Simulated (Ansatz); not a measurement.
GaP (zinc blende, space group No. 216) at seven volumes, DFT-PBE in the program Ansatz with PAW potentials, scaled uniformly. One row is withheld.

```
V (Å³/atom)  P (GPa)
-----------  -------
18.993          8.95
19.619             ?
20.245          2.51
20.871          0.00
21.498         -2.12
22.124         -3.92
22.750         -5.43
```

**Question.** Fit the shown pressures and predict the withheld one.

**Answer.** Third-order Birch–Murnaghan: P = (3/2)B₀(x^(7/2) − x^(5/2))[1 + (3/4)(B′ − 4)(x − 1)] with x = (V₀/V)^(2/3). Least squares on the six rows gives V₀ = 20.872 Å³/atom, B₀ = 76.62 GPa, B′ = 4.52. At V = 19.619, x = 1.0421 and P = 5.46 GPa. The run itself gave 5.46 GPa.

Space group F-43m (zinc blende). The PBE relaxation kept the symmetry of its start. Spin–orbit coupling is left out wherever it is not named.

Potentials: the earlier of the program's two PAW sets.
